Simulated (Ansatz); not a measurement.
**Ansatz 0.2.0, settings compared: CaTl$_{3}$Ir**

The input file (Ansatz 0.2.0, plane waves):

```yaml
crystal:
  lattice:
    - [3.982504, 0.0, 0.0]
    - [1.991252, -6.241959, 0.0]
    - [0.0, 0.0, -9.239783]
  atoms:
    - { symbol: Ca, position: [0.7492, 0.5016, 0.75] }
    - { symbol: Ca, position: [0.2508, 0.4984, 0.25] }
    - { symbol: Ir, position: [0.0, 0.0, 0.0] }
    - { symbol: Ir, position: [0.0, 0.0, 0.5] }
    - { symbol: Tl, position: [0.0779, 0.8442, 0.75] }
    - { symbol: Tl, position: [0.9221, 0.1558, 0.25] }
    - { symbol: Tl, position: [0.3658, 0.2684, 0.5548] }
    - { symbol: Tl, position: [0.6342, 0.7316, 0.0548] }
    - { symbol: Tl, position: [0.6342, 0.7316, 0.4452] }
    - { symbol: Tl, position: [0.3658, 0.2684, 0.9452] }
  symmetry: { tolerance: 0.0003 }
kpoints:
  mp_grid: { grid: [5, 5, 2], shift: [0, 0, 0] }
magnetization:
  spin_polarized: false
scf:
  occupations: { method: methfessel_paxton, width: 0.0185 }
hamiltonian:
  pseudopotentials: { kind: paw }
  xc: lda
basis:
  ecutwfc: 420
output:
  forces: true
  stress: true
  eigenvalues: true
```

The command:

```bash
ansatz run input.yaml --threads 1 --pin off --max-ram 2560MiB --backend cpu --events-out ev --progress --plain --runs-dir out
```

Origin of the cell: a known structure type with other elements, at an estimated volume, so it need not be a known compound.

Output of this run (shortened):

```
Pseudopotentials: kind: paw
Pseudopotential: Ca, paw, valence charge 10, recommended cutoff 420 eV (normal), Ca.paw.azcp
Pseudopotential: Ir, paw, valence charge 17, recommended cutoff 420 eV (normal), Ir.paw.azcp
Pseudopotential: Tl, paw, valence charge 13, recommended cutoff 420 eV (normal), Tl.paw.azcp
Functional definition: SPW92
  exchange = slater_x
  correlation = pw_c
Crystal: 10 atoms, lattice volume = 229.688 Å³
Basis set: ecut = 420 eV, 4469 PW (Γ)
Bands: 80, of which v1, the nominal top of the filled ones, is band 66 counted from 1 (65 counted from 0)
Symmetry: 8 space group operations
Space group: Cmcm (ITA 63), of the structure as read, at distance tolerance 1.8e-3 Å
k-points: 18 of 50
[… 8 lines left out …]
Initial density: superposition of atomic densities (neutral atoms: chi_scale 0, normalization atom), corrected by the library's trained network
Functional: x = slater, c = lda
SCF iter   1: F=—  HF=-93749.750146 eV  Δρ=8.69e-3  dr2=1.93e-1  defer=17
SCF iter   2: F=—  HF=-93749.717963 eV  S|Δr|=    0.00e0  Δρ=4.04e-3  dr2=4.49e-2  defer=146
SCF iter   3: F=—  HF=-93749.709596 eV  S|Δr|=    0.00e0  Δρ=5.69e-4  dr2=8.61e-4  defer=75
SCF iter   4: F=—  HF=-93749.709507 eV  S|Δr|=    0.00e0  Δρ=1.87e-4  dr2=1.32e-4  defer=75
SCF iter   5: F=—  HF=-93749.709485 eV  S|Δr|=    0.00e0  Δρ=3.59e-5  dr2=3.68e-6  defer=75
SCF iter   6: F=—  HF=-93749.709719 eV  S|Δr|=    0.00e0  Δρ=8.53e-6  dr2=2.66e-7  defer=75
SCF iter   7: F=-93749.709719 eV  HF=-93749.709719 eV  S|Δr|=    0.00e0  Δρ=2.62e-6  dr2=2.20e-8
SCF 1 converged in 7 iterations: F = -93749.709719 eV  dr2 = 2.20e-8
SCF converged after 7 iterations
Stability not checked: this state was not tested for a lower state beside it, because cold or Methfessel-Paxton smearing, or corrected tetrahedra, fill the levels in a way that the test cannot read (fill_not_monotonic; […]
Free energy (F): -93749.709719 eV
Harris-Foulkes:  -93749.709719 eV  (|F-HF|=1.59e-8)
Internal energy: -93749.709314 eV  (E = F + TS)
E sigma→0 (E₀):  -93749.709618 eV
Entropy (-TS):   -0.000405 eV (-0.040 meV/atom)
Fermi energy:    12.719757 eV
--- Per-component energies (eV) ---
  E_band       = -533.841247
  E_kinetic    = 3840.414638
  E_local      = -10629.908219  (includes V_loc(G=0)·N_el)
  E_nonlocal   = 2227.326176
  E_hartree    = 4057.304772
  E_xc         = -2185.026333
  E_vxc        = -1809.736085  (∫ρ·V_xc dr)
  E_paw        = -78759.892732  (= ΣΔE_a)
  E_vpaw       = -2276.538678  (= ΣTr[D̂ρ^β])
  E_aug_tail   = 0.000282  (compensation charges beyond the density's cutoff)
  E_ewald      = -12300.468070
  E_core_change = 0.540171  (= ΣΔE_core)
  E_smearing   = -0.000405  (= −TS)
  Σ components = -93749.709719   (vs F -93749.709719, Δ=0.00e0)
--- Forces (eV/Å), atoms counted from 1 ---
  atom   1  Ca     0.000000     0.974402     0.000000
[… 4 lines left out …]
  atom   6  Tl     0.000000     0.477112     0.000000
  atom   7  Tl     0.000000    -0.207211    -0.410427
  atom   8  Tl     0.000000     0.207211    -0.410427
  atom   9  Tl     0.000000     0.207211     0.410427
  atom  10  Tl     0.000000    -0.207211     0.410427
  max |Σ_I F_I| component: 5.55e-17 eV/Å
--- Stress (GPa, compression-positive) ---
        8.690341       0.000000       0.000000
        0.000000       5.757889       0.000000
        0.000000       0.000000      12.937869
  P = ⅓ Tr σ = 9.1287 GPa (91.287 kbar)
```

The same input was run again with these changes:

1. `hamiltonian.dispersion` default → d4; `scf.initial_density.chi_scale` default → 0.0; `hamiltonian.xc` lda → pbesol
2. `hamiltonian.xc` lda → revpbe; `kpoints.mp_grid.shift` [0, 0, 0] → [0.5, 0.5, 0.5]
3. `hamiltonian.hubbard` default → { sites: [{ species: Ir, l: d, u_eff: 8.0 }], double_counting: fll }; `basis.ecutwfc` 420 → "36.7 Ry"
4. `scf.algorithm` default → density_mixing; `basis.ecutrho_ratio` default → 9; `total_charge` default → -1

```csv
run,end,SCF iterations,P (GPa),max force component (eV/Å),moment (μB),ΔE(σ→0) (meV/atom)
base,converged,7,9.13,0.974,–,0
1,converged,9,10.39,1.021,–,–
2,converged,7,18.75,1.091,–,–
3,converged,10,8.30,1.049,–,–
4,converged,8,–,1.000,–,–
```

Energies are compared only where functional, datasets, charge and starting cell are the same.

Caveats of the base run: no moments, though an odd count or open d shells may carry them; no spin-orbit coupling, though heavy elements are present; the k mesh is coarse if the cell is a metal.

Run 2: forces of this functional can be a tenth off on datasets made under PBE; the k mesh keeps only part of the crystal's symmetry.
Run 4: charged cell with a uniform background, whose pressure depends on convention.

The base run ran for 16 s on 1 thread of Arm Neoverse V1, on a shared host, peak memory 0.56 GiB, from the program's own first density.
